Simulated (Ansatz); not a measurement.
ZrTi$_{2}$Ga$_{4}$ in space group I4/mmm (No. 139; Zr on 2a, Ti on 4d, Ga on 8h), the program Ansatz at the r²SCAN level (PAW), all energies at zero smearing, with the estimated change up to a 700 eV cutoff added, with one set of potentials and settings (totals compare only within such a set). Cell of 7 atoms (1 Zr, 2 Ti, 4 Ga): -24368.981 eV.

| element | reference phase | E (eV/atom) |
|---|---|---|
| Zr | P6_3/mmc, 2 atoms in the cell | -4195.0260 |
| Ti | P6/mmm, 3 atoms in the cell | -2504.3896 |
| Ga | Cmce, 4 atoms in the cell | -3790.2689 |

Formation energy per atom, worked out: (-24368.981 − 1×(-4195.0260) − 2×(-2504.3896) − 4×(-3790.2689))/7 = -0.586 eV/atom (-57 kJ per mol of atoms), at 0 K, without zero-point energy or fitted corrections.

The workflow started from a Materials Project entry (that database holds measured and hypothetical structures alike); the Crystallography Open Database copy checked does not list it. Whether it is the stable phase at ambient conditions was not checked. The cell was relaxed with r²SCAN under the symmetry of its start; whether a distortion lowers the energy is not shown. No spin polarisation was allowed. The references are the lowest solids computed at this level, not always the standard phases.

Potentials: the later of the program's two PAW sets.
